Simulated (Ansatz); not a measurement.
# CaAu2Ge2 under pressure: fit and missing row

CaAu2Ge2, I4/mmm, a = 4.431 Å, c = 10.242 Å. The structure is a COD entry; whether it is the stable form wasn't checked. Ansatz: PBEsol, PAW, 420 eV, Γ-centred 12×12×12 mesh on 5 atoms, Gaussian smearing 0.10 eV; no spin polarisation. Cell and atoms are relaxed at each pressure, and no other structure is tried, so the rows at high pressure may lie past a change of phase.

```
V (Å³/atom) P (GPa)
          ?    40.00
     17.138    20.00
     18.292    10.00
     19.080     5.00
     19.653     2.02
     20.105     0.01
     20.628    -2.03
```

Question: Take V0 = 20.105 Å³/atom, count pressures from its P0 = 0.01 GPa, fit the third-order Birch–Murnaghan form to the other rows, and predict the missing volume.

Answer: With the Eulerian strain f = ½[(V0/V)^(2/3) − 1] and y = (P − P0)/[3f(1 + 2f)^(5/2)], the form is the line y = B0 + 1.5 B0 (B0′ − 4) f. Rows (f, y): 0.05616, 90.9; 0.03252, 87.5; 0.01775, 85.9; 0.00764, 84.4; -0.00849, 83.6. Means f = 0.02112, y = 86.460; Σ(Δf)² = 0.002428, ΣΔfΔy = 0.2818; the slope is their ratio. y = 84.01 + 116.1 f GPa, so B0 = 84.0 GPa and B0′ = 4 + 2 × (116.1)/(3 × 84.01) = 4.92. P = 40.00 GPa is met at f = 0.09219 (y = 94.71), so V = V0 (1 + 2f)^(−3/2) = 15.598 Å³/atom. The run gave 15.608 Å³/atom, so the fit is 0.010 Å³/atom too low, a small miss on the scale of the series. The form still works here, 91 % of the fitted range beyond its end.

Spin–orbit coupling is left out, which can shift energies with elements as heavy as these.